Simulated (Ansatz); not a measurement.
**Run times of several calculations on SiO2 with boron replacing Si**

SiO2 with boron replacing Si, cell charge -1. Cell: 36 atoms, space group P1, a = 10.088 Å, b = 10.088 Å, c = 7.309 Å, α = 113.37°, β = 113.37°, γ = 115.16°.

All runs are DFT with Ansatz 0.2.0 on 1 thread of Arm Neoverse V2 (aarch64; 8 cores open to the job, memory cap 3.0 GiB, no GPU), a shared host.

**Question.** Rank the runs by wall time, shortest first.
A. single point, PBE, 420 eV, 3×3×4 k-points, smearing 0.01 eV
B. relaxation of the ions, PBE, 420 eV, 3×3×4 k-points, smearing 0.01 eV
C. single point at relaxed positions, r2SCAN, 500 eV, 3×3×4 k-points, smearing 0.01 eV

**Answer.** A (3.7 min, 1.2 GiB), C (7.4 min, 2.2 GiB), B (15 min, 1.4 GiB).
